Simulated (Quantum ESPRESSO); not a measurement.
# InAl2GaAs4: finding a planted mistake in a log

Computed values, not a measurement. The program is pw.x of Quantum ESPRESSO 7.5 (plane-wave density functional theory). The cell is made up: 8 atoms on a zincblende/diamond lattice, with randomly drawn elements, strain and displacements, not relaxed. PseudoDojo standard norm-conserving files (v0.5 for PBE, v0.4.1 for LDA and PBEsol) set the functional; there is no spin polarisation, spin-orbit coupling or dispersion term, and the masses in the input are unused placeholders.

Intended input:

```
&control calculation='scf', pseudo_dir='./dojo.nc.sr.pbe.v0_5.standard.upf', outdir='./o', disk_io='medium', tprnfor=.true., tstress=.true. /
&system ibrav=0, nat=8, ntyp=4, nbnd=52, ecutwfc=84.00895049, nosym=.true., tot_charge=0,
 occupations='smearing', smearing='fd', degauss=0.0018374661
/
&electrons conv_thr=7.350e-09, electron_maxstep=60, /
ATOMIC_SPECIES
Al 1.0 Al.upf
As 1.0 As.upf
Ga 1.0 Ga.upf
In 1.0 In.upf
CELL_PARAMETERS angstrom
5.6927 0.0 0.0
0.0 5.6927 0.0
0.0 0.0 5.6927
ATOMIC_POSITIONS angstrom
In 0.0315 0.0376 0.0269
Al 0.0165 2.8128 2.8688
Ga 2.8749 0.0885 2.8617
Al 2.8843 2.8094 0.0382
As 1.4164 1.3163 1.3927
As 1.3591 4.2797 4.226
As 4.2958 1.4129 4.3093
As 4.2713 4.2904 1.3915
K_POINTS automatic
4 4 4 1 1 1
```

The log is shortened where brackets say so; the opening notice, blank lines, dates and the lines on written files are dropped, and the path of the files is cut. It prints rydbergs, bohrs and kilobars, and counts compression as positive stress.

Log of the intended run:

```
     Program PWSCF v.7.5
     Parallel version (MPI & OpenMP), running on       1 processor cores
     Number of MPI processes:                 1
     Threads/MPI process:                     1
     [start-up lines left out]
     bravais-lattice index     =            0
     lattice parameter (alat)  =      10.7576  a.u.
     unit-cell volume          =    1244.9488 (a.u.)^3
     number of atoms/cell      =            8
     number of atomic types    =            4
     number of electrons       =        92.00
     number of Kohn-Sham states=           52
     kinetic-energy cutoff     =      84.0090  Ry
     charge density cutoff     =     336.0358  Ry
     scf convergence threshold =      7.3E-09
     mixing beta               =       0.7000
     number of iterations used =            8  plain     mixing
     Exchange-correlation= PBE
                           (   1   4   3   4   0   0   0)
     [axes and pseudopotential details left out]
   Cartesian axes
     site n.     atom                  positions (alat units)
         1        In     tau(   1) = (   0.0055334   0.0066050   0.0047254  )
         2        Al     tau(   2) = (   0.0028984   0.4941065   0.5039436  )
         3        Ga     tau(   3) = (   0.5050152   0.0155462   0.5026964  )
         4        Al     tau(   4) = (   0.5066664   0.4935092   0.0067103  )
         5        As     tau(   5) = (   0.2488099   0.2312260   0.2446467  )
         6        As     tau(   6) = (   0.2387444   0.7517874   0.7423542  )
         7        As     tau(   7) = (   0.7546156   0.2481951   0.7569870  )
         8        As     tau(   8) = (   0.7503118   0.7536670   0.2444359  )
     number of k points=    32  Fermi-Dirac smearing, width (Ry)=  0.0018
                       cart. coord. in units 2pi/alat
        k(    1) = (   0.1250000   0.1250000   0.1250000), wk =   0.0625000
        k(    2) = (   0.1250000   0.1250000   0.3750000), wk =   0.0625000
     [further k points left out]
     Dense  grid:   129475 G-vectors     FFT dimensions: (  64,  64,  64)
     Estimated max dynamical RAM per process >     189.98 MB
     Initial potential from superposition of free atoms
     starting charge      91.9876, renormalised to      92.0000
     Starting wfcs are   62 randomized atomic wfcs
     total cpu time spent up to now is       25.1 secs
     per-process dynamical memory:   101.1 Mb
     Self-consistent Calculation
     iteration #  1     ecut=    84.01 Ry     beta= 0.70
     Davidson diagonalization with overlap
     ethr =  1.00E-02,  avg # of iterations =  4.4
     Threshold (ethr) on eigenvalues was too large:
     Diagonalizing with lowered threshold
     Davidson diagonalization with overlap
     ethr =  2.66E-04,  avg # of iterations =  3.4
     total cpu time spent up to now is      142.1 secs
     total energy              =   -1143.73365756 Ry
     estimated scf accuracy    <       0.25615395 Ry
     iteration #  2     ecut=    84.01 Ry     beta= 0.70
     Davidson diagonalization with overlap
     ethr =  2.78E-04,  avg # of iterations =  2.8
     total cpu time spent up to now is      197.7 secs
     total energy              =   -1143.77977045 Ry
     estimated scf accuracy    <       0.03845995 Ry
     [iterations 3 to 9 left out]
     iteration # 10     ecut=    84.01 Ry     beta= 0.70
     Davidson diagonalization with overlap
     ethr =  3.19E-11,  avg # of iterations =  2.0
     total cpu time spent up to now is      630.0 secs
     total energy              =   -1143.78903042 Ry
     estimated scf accuracy    <          7.8E-09 Ry
     iteration # 11     ecut=    84.01 Ry     beta= 0.70
     Davidson diagonalization with overlap
     ethr =  8.51E-12,  avg # of iterations =  2.1
     total cpu time spent up to now is      681.6 secs
     End of self-consistent calculation
     [lines on levels left out]
!    total energy              =   -1143.78903042 Ry
     estimated scf accuracy    <          2.1E-10 Ry
     smearing contrib. (-TS)   =      -0.00000000 Ry
     internal energy E=F+TS    =   -1143.78903042 Ry
     The total energy is F=E-TS. E is the sum of the following terms:
     one-electron contribution =    -673.14374617 Ry
     hartree contribution      =     387.31682202 Ry
     xc contribution           =    -276.66230367 Ry
     ewald contribution        =    -581.29980260 Ry
     convergence has been achieved in  11 iterations
     Forces acting on atoms (cartesian axes, Ry/au):
     atom    1 type  4   force =    -0.02957236   -0.05592640   -0.03671127
     atom    2 type  1   force =    -0.00857500    0.00451936   -0.02517343
     atom    3 type  3   force =    -0.00309942   -0.03997883    0.00240586
     atom    4 type  1   force =    -0.02740904    0.01858593   -0.01389521
     atom    5 type  2   force =     0.07258572    0.10999072    0.07856965
     atom    6 type  2   force =     0.07001439   -0.04220727   -0.01854578
     atom    7 type  2   force =    -0.04022237    0.05285712   -0.04431346
     atom    8 type  2   force =    -0.03372192   -0.04784065    0.05766364
     Total force =     0.229510     Total SCF correction =     0.000114
     Computing stress (Cartesian axis) and pressure
          total   stress  (Ry/bohr**3)                   (kbar)     P=       75.19
   0.00051798   0.00010987   0.00013150           76.20       16.16       19.34
   0.00010987   0.00049404   0.00010052           16.16       72.68       14.79
   0.00013150   0.00010052   0.00052132           19.34       14.79       76.69
     init_run     :     23.63s CPU     24.84s WALL (       1 calls)
     electrons    :    646.06s CPU    656.51s WALL (       1 calls)
     forces       :      8.07s CPU      8.15s WALL (       1 calls)
     stress       :     26.81s CPU     26.91s WALL (       1 calls)
     [timing details left out]
     PWSCF        :  11m44.96s CPU  11m57.14s WALL
     JOB DONE.
```

A second run was made from an input with one planted mistake. Its log:

```
     Program PWSCF v.7.5
     Parallel version (MPI & OpenMP), running on       1 processor cores
     Number of MPI processes:                 1
     Threads/MPI process:                     1
     [start-up lines left out]
     bravais-lattice index     =            0
     lattice parameter (alat)  =      10.7576  a.u.
     unit-cell volume          =    1244.9488 (a.u.)^3
     number of atoms/cell      =            8
     number of atomic types    =            4
     number of electrons       =        92.00
     number of Kohn-Sham states=           52
     kinetic-energy cutoff     =      84.0090  Ry
     charge density cutoff     =     336.0358  Ry
     scf convergence threshold =      7.3E-09
     mixing beta               =       0.7000
     number of iterations used =            8  plain     mixing
     Exchange-correlation= PBE
                           (   1   4   3   4   0   0   0)
     [axes and pseudopotential details left out]
   Cartesian axes
     site n.     atom                  positions (alat units)
         1        In     tau(   1) = (   0.0055334   0.0066050   0.0047254  )
         2        Al     tau(   2) = (   0.0028984   0.4941065   0.5039436  )
         3        Ga     tau(   3) = (   0.5050152   0.0155462   0.5026964  )
         4        Al     tau(   4) = (   0.5066664   0.4935092   0.0067103  )
         5        As     tau(   5) = (   0.2488099   0.2312260   0.2446467  )
         6        As     tau(   6) = (   0.2387444   0.7517874   0.7423542  )
         7        As     tau(   7) = (   0.7546156   0.2481951   0.7569870  )
         8        As     tau(   8) = (   0.7503118   0.7536670   0.2444359  )
     number of k points=     4  Fermi-Dirac smearing, width (Ry)=  0.0018
                       cart. coord. in units 2pi/alat
        k(    1) = (   0.2500000   0.2500000   0.2500000), wk =   0.5000000
        k(    2) = (   0.2500000   0.2500000  -0.2500000), wk =   0.5000000
     [further k points left out]
     Dense  grid:   129475 G-vectors     FFT dimensions: (  64,  64,  64)
     Estimated max dynamical RAM per process >     189.98 MB
     Initial potential from superposition of free atoms
     starting charge      91.9876, renormalised to      92.0000
     Starting wfcs are   62 randomized atomic wfcs
     total cpu time spent up to now is        4.6 secs
     per-process dynamical memory:    99.3 Mb
     Self-consistent Calculation
     iteration #  1     ecut=    84.01 Ry     beta= 0.70
     Davidson diagonalization with overlap
     ethr =  1.00E-02,  avg # of iterations =  4.0
     Threshold (ethr) on eigenvalues was too large:
     Diagonalizing with lowered threshold
     Davidson diagonalization with overlap
     ethr =  2.93E-04,  avg # of iterations =  2.0
     total cpu time spent up to now is       18.2 secs
     total energy              =   -1143.69152283 Ry
     estimated scf accuracy    <       0.28010393 Ry
     iteration #  2     ecut=    84.01 Ry     beta= 0.70
     Davidson diagonalization with overlap
     ethr =  3.04E-04,  avg # of iterations =  3.0
     total cpu time spent up to now is       25.1 secs
     total energy              =   -1143.74195749 Ry
     estimated scf accuracy    <       0.04181183 Ry
     [iterations 3 to 9 left out]
     iteration # 10     ecut=    84.01 Ry     beta= 0.70
     Davidson diagonalization with overlap
     ethr =  2.84E-11,  avg # of iterations =  2.0
     total cpu time spent up to now is       74.4 secs
     total energy              =   -1143.75194341 Ry
     estimated scf accuracy    <          7.9E-09 Ry
     iteration # 11     ecut=    84.01 Ry     beta= 0.70
     Davidson diagonalization with overlap
     ethr =  8.57E-12,  avg # of iterations =  2.0
     total cpu time spent up to now is       79.3 secs
     End of self-consistent calculation
     [lines on levels left out]
!    total energy              =   -1143.75194341 Ry
     estimated scf accuracy    <          2.0E-10 Ry
     smearing contrib. (-TS)   =       0.00000000 Ry
     internal energy E=F+TS    =   -1143.75194341 Ry
     The total energy is F=E-TS. E is the sum of the following terms:
     one-electron contribution =    -673.42170720 Ry
     hartree contribution      =     387.66422915 Ry
     xc contribution           =    -276.69466276 Ry
     ewald contribution        =    -581.29980260 Ry
     convergence has been achieved in  11 iterations
     Forces acting on atoms (cartesian axes, Ry/au):
     atom    1 type  4   force =    -0.02977573   -0.05659523   -0.03698964
     atom    2 type  1   force =    -0.00864774    0.00510175   -0.02482294
     atom    3 type  3   force =    -0.00363287   -0.04067936    0.00190785
     atom    4 type  1   force =    -0.02723442    0.01867752   -0.01420321
     atom    5 type  2   force =     0.07322052    0.11112819    0.07923336
     atom    6 type  2   force =     0.06999370   -0.04303599   -0.01864935
     atom    7 type  2   force =    -0.04023940    0.05414262   -0.04440115
     atom    8 type  2   force =    -0.03368407   -0.04873950    0.05792508
     Total force =     0.231547     Total SCF correction =     0.000113
     Computing stress (Cartesian axis) and pressure
          total   stress  (Ry/bohr**3)                   (kbar)     P=       78.37
   0.00053986   0.00010738   0.00013033           79.42       15.80       19.17
   0.00010738   0.00051527   0.00009790           15.80       75.80       14.40
   0.00013033   0.00009790   0.00054318           19.17       14.40       79.90
     init_run     :      4.22s CPU      4.40s WALL (       1 calls)
     electrons    :     73.43s CPU     74.74s WALL (       1 calls)
     forces       :      0.92s CPU      0.93s WALL (       1 calls)
     stress       :      3.13s CPU      3.16s WALL (       1 calls)
     [timing details left out]
     PWSCF        :   1m21.91s CPU   1m23.53s WALL
     JOB DONE.
```

Question: what was wrong in the second input?

Answer: the k-point mesh is too coarse. The input lines that differ, file-writing options aside:

```
- 4 4 4 1 1 1
+ 2 2 2 1 1 1
```

```
                                            intended run  run with the mistake
                          free energy (eV)    -15562.043            -15561.538
                    smearing term -TS (eV)        0.0000                0.0000
                            pressure (GPa)          7.52                  7.84
            largest force component (eV/Å)         2.828                 2.857
largest change of a force component (eV/Å)                               0.033
                                iterations            11                    11
```

For scale, a rerun of the intended cell at 1437 eV and a 6 x 6 x 6 mesh moved values by no more than 0.011 eV in energy, 0.02 GPa in stress and 0.002 eV/Å in force.